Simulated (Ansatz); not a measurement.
Relaxed polymorphs of Mg. Calculation: r2SCAN (plane waves to 500 eV, PAW, scalar-relativistic; Ansatz, an electronic-structure program). One row is withheld; estimate it from its structure type, its coordination and the trend of the others.

```
structure                                                                coordination  E − E(first row) (eV/atom)  V (Å³/atom)
----------------------------------------------------------  -------------------------  --------------------------  -----------
P6₃/mmc, hP2, hcp (Mg type)                                 Mg 12 (anticuboctahedral)                        0.00        22.60
Pa-3, cP8                                                                           –                        0.07        23.19
Fm-3m, cF4, fcc (Cu type)                                       Mg 12 (cuboctahedral)                        0.02        22.74
Im-3m, cI2, bcc (W type)                                               Mg 8 (cubic)+6                        0.03        22.53
Pm-3n, cP8                                                                          –                        0.05        23.05
Fd-3m, cF8, diamond type                                           Mg 4 (tetrahedral)                         ___          ___
P6₃/mmc, hP4, AFLOW prototype A_hP4_194_ac (A3', as in La)                          –                        0.01        22.64
```

### Question
What belongs in the gaps?

### Answer

- Fd-3m, cF8, diamond type, E − E(first row) (eV/atom): 0.89
- Fd-3m, cF8, diamond type, V (Å³/atom): 40.36

The withheld cell: Fd-3m, origin choice 1 (No. 227), cF8, diamond type; a = 6.8606 Å, b = 6.8606 Å, c = 6.8606 Å, α = 90.00°, β = 90.00°, γ = 90.00°; Mg 8a (0.000, 0.000, 0.000). Coordination numbers (neighbours up to the widest gap in distance over summed covalent radii, below 1.35; n+m marks a second, longer set).

Probably no minimum, since a slightly shaken restart fell lower: Pa-3, cP8 (by 0.07 eV/atom, to Cmcm). Each run could gain symmetry but not lose that of its start, so entries can be saddle points. From databases, or of a type measured for this composition: P6₃/mmc, hP2, hcp (Mg type); Im-3m, cI2, bcc (W type); the others are generated cells (placed on structure types, drawn at random, substituted or restacked) that were not matched to a known phase here. Energies are at zero temperature and pressure, without zero-point motion. The runs use different k-meshes, so differences are rounded accordingly. No spin polarisation in the result.
